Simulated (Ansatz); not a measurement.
TePb$_{2}$S:
```cif
data_Pb2STe
_chemical_formula_sum 'Te1 Pb2 S1'
_space_group_name_H-M_alt 'P 1'
_space_group_IT_number 1
_cell_length_a 7.54626
_cell_length_b 7.54626
_cell_length_c 7.54626
_cell_angle_alpha 33.603
_cell_angle_beta 33.603
_cell_angle_gamma 33.603
loop_
_space_group_symop_operation_xyz
  'x, y, z'
loop_
_atom_site_label
_atom_site_type_symbol
_atom_site_fract_x
_atom_site_fract_y
_atom_site_fract_z
_atom_site_occupancy
Te1 Te 0.50000 0.50000 0.50000 1
Pb1 Pb 0.74121 0.74121 0.74121 1
Pb2 Pb 0.25879 0.25879 0.25879 1
S1 S 0.00000 0.00000 0.00000 1
```

Relaxed with PBEsol.

**Question.** Which orbitals make up the states near the band edges in plane-wave PAW PBEsol (Ansatz code)?

**Answer.** Top 1 eV of the valence band: Te 5p 43 %, S 3p 30 %, Pb 6s 14 %, Pb 6p 10 %. Bottom 1 eV of the conduction band: Pb 6p 70 %, S 3s 8 %, Te 5p 6 %, Te 5s 5 %. Projections are on Löwdin-orthogonalised atomic valence shells; empty p or d shells of many metals are not among them.

**Question.** Tabulate the density of states.

**Answer.** States/eV per cell of 4 atoms, in 0.25 eV bins, energy from the valence-band maximum.

```csv
E (eV),total,Pb 6p,S 3p,Te 5p
-7.85,2.34,0.03,0.14,0.20
-7.60,1.82,0.03,0.11,0.11
-7.35,1.34,0.02,0.08,0.07
-7.10,0.79,0.01,0.07,0.04
-6.85,0.57,0.01,0.05,0.02
-6.60,0.33,0.01,0.02,0.01
-6.35,0.20,0.00,0.01,0.00
-6.10,0.10,0.00,0.00,0.00
-5.85,0.00,0.00,0.00,0.00
-5.60,0.00,0.00,0.00,0.00
-5.35,0.00,0.00,0.00,0.00
-5.10,0.00,0.00,0.00,0.00
-4.85,0.26,0.12,0.07,0.07
-4.60,0.77,0.34,0.21,0.20
-4.35,1.28,0.54,0.37,0.33
-4.10,1.54,0.61,0.49,0.37
-3.85,1.94,0.73,0.70,0.43
-3.60,2.22,0.78,0.88,0.46
-3.35,3.23,1.04,1.42,0.63
-3.10,3.45,1.01,1.64,0.66
-2.85,3.53,0.94,1.73,0.72
-2.60,3.55,0.87,1.63,0.86
-2.35,3.27,0.70,1.51,0.87
-2.10,2.31,0.51,0.73,0.89
-1.85,3.38,0.69,0.93,1.50
-1.60,3.40,0.62,0.84,1.65
-1.35,3.28,0.52,0.76,1.72
-1.10,3.03,0.45,0.73,1.50
-0.85,4.17,0.45,1.22,1.90
-0.60,2.93,0.26,0.95,1.17
-0.35,0.44,0.04,0.13,0.15
-0.10,0.02,0.00,0.01,0.01
0.15,0.00,0.00,0.00,0.00
0.40,0.00,0.00,0.00,0.00
0.65,0.09,0.06,0.00,0.00
0.90,0.41,0.27,0.02,0.03
1.15,1.50,1.04,0.07,0.09
1.40,2.76,1.98,0.14,0.18
1.65,2.05,1.51,0.11,0.14
1.90,2.11,1.66,0.12,0.12
2.15,3.23,2.52,0.23,0.15
2.40,3.37,2.47,0.36,0.19
2.65,2.87,2.01,0.40,0.16
2.90,3.02,2.06,0.51,0.14
3.15,2.32,1.48,0.52,0.09
3.40,1.62,1.01,0.25,0.13
3.65,3.20,1.50,0.21,0.40
3.90,3.12,1.63,0.21,0.49
4.15,4.03,2.08,0.29,0.65
4.40,4.23,2.23,0.32,0.72
4.65,2.61,1.35,0.23,0.51
4.90,2.20,1.11,0.18,0.43
5.15,3.44,1.62,0.32,0.61
```

Space group R-3m. The first step of the workflow began from a Materials Project structure, measured or hypothetical; the Crystallography Open Database copy checked does not list it. Whether it is the stable phase at ambient conditions was not checked. The cell was relaxed with PBEsol under the symmetry of its start; of distortions, only those at the zone centre were tested. Spin–orbit coupling is left out wherever it is not named.

Potentials: the later of the program's two PAW sets.
